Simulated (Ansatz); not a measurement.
ReW:
```cif
data_ReW
_chemical_formula_sum 'W1 Re1'
_space_group_name_H-M_alt 'P 1'
_space_group_IT_number 1
_cell_length_a 3.11840
_cell_length_b 3.11840
_cell_length_c 3.11840
_cell_angle_alpha 90.000
_cell_angle_beta 90.000
_cell_angle_gamma 90.000
loop_
_space_group_symop_operation_xyz
  'x, y, z'
loop_
_atom_site_label
_atom_site_type_symbol
_atom_site_fract_x
_atom_site_fract_y
_atom_site_fract_z
_atom_site_occupancy
W1 W 0.00000 0.00000 0.00000 1
Re1 Re 0.50000 0.50000 0.50000 1
```

Relaxed with PBEsol.

Task: Decompose the optical modes at the zone centre into irreducible representations, and say which are infrared and Raman allowed.

Result: Point group m-3m: Γ_opt = T1u. Infrared: T1u. Raman: none.

Task: Assign frequencies (DFPT, DFT-PBEsol in the program Ansatz with PAW potentials).

Result: T1u 88 cm⁻¹.

Space group Pm-3m (CsCl type). The cell is a constructed one: a structure type filled with these elements; neither database checked (COD, Materials Project) lists it. Whether it is the stable phase at ambient conditions was not checked. Symmetry was held in the PBEsol relaxation; its stability against distortions is not shown here. The run is not spin-polarised. As this level gives no gap, phonon frequencies hold no LO–TO term and depend on the k-mesh and smearing (Fermi–Dirac, 0.1 eV here). Spin–orbit coupling is left out wherever it is not named.

Potentials: the earlier of the program's two PAW sets. The files were generated under PBE; for other functionals the program regenerates the frozen cores, and for LDA and PBEsol the local potential too.
